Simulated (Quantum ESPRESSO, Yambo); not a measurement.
BeS (zinc blende, space group F-43m, No. 216): one geometry, one set of norm-conserving PBE (Quantum ESPRESSO, 88 Ry, scalar-relativistic) orbitals, self-energies from Yambo (6×6×6 Γ-centred k mesh, bands 2 to 62 and a 10 Ry block in the screening, 62 bands in G with the Bruneval-Gonze terminator, plasmon pole fitted at 27.2 eV).

| level | gap Γ → X (eV) | direct gap at Γ (eV) |
|---|---|---|
| PBE (Quantum ESPRESSO) | 3.14 | 5.67 |
| exchange only (Hartree-Fock self-energy on PBE orbitals) | ___ | ___ |
| static COHSEX@PBE | ___ | ___ |
| G0W0@PBE, plasmon pole | 4.60 | 7.56 |
| G0W0@PBE, multipole fit to 8 frequencies, no terminator | 4.60 | 7.57 |

**Question.** Complete the blanks.

**Answer.** 
- exchange only (Hartree-Fock self-energy on PBE orbitals), gap Γ → X (eV): 10.15
- exchange only (Hartree-Fock self-energy on PBE orbitals), direct gap at Γ (eV): 13.70
- static COHSEX@PBE, gap Γ → X (eV): 5.59
- static COHSEX@PBE, direct gap at Γ (eV): 8.48

Bare exchange has no screening and gives the widest gap; static COHSEX screens it but leaves out the frequency dependence, which G0W0 restores.

Nearest settings tried, and what they do to the gap: 39 bands in G: +3 meV; 4 Ry block (51 vectors against 137): -186 meV. Not varied: bands in W, mesh. So the settings aren't converged at that level.

Geometry of the Materials Project entry, not relaxed at this level; primitive cell a = 3.4438 Å, b = 3.4438 Å, c = 3.4438 Å, α = 60.00°, β = 60.00°, γ = 60.00°.
